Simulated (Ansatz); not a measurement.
BeS (CsCl type, Pm-3m), the program Ansatz at the PBEsol level (PAW), all energies at zero smearing, with the estimated change up to a 700 eV cutoff added, with one set of potentials and settings (totals compare only within such a set). Cell of 2 atoms (1 Be, 1 S): -974.607 eV.

```tsv
element	reference phase	E (eV/atom)
Be	P6_3/mmc, 2 atoms in the cell	-90.3483
S	Fddd, 32 atoms in the cell	-884.8920
```

Formation energy per atom, worked out: (-974.607 − 1×(-90.3483) − 1×(-884.8920))/2 = 0.316 eV/atom (31 kJ per mol of atoms), at 0 K, without zero-point energy or fitted corrections.

The cell is a constructed one: a structure type filled with these elements; neither database checked (COD, Materials Project) lists it. COD files the formula under space group No. 216, so this cell is another polymorph or a model. Whether it is the stable phase at ambient conditions was not checked. Symmetry was held in the PBEsol relaxation. At this level the phase is dynamically unstable (imaginary phonons). The references are the lowest solids computed at this level, not always the standard phases.

Potentials: the later of the program's two PAW sets.
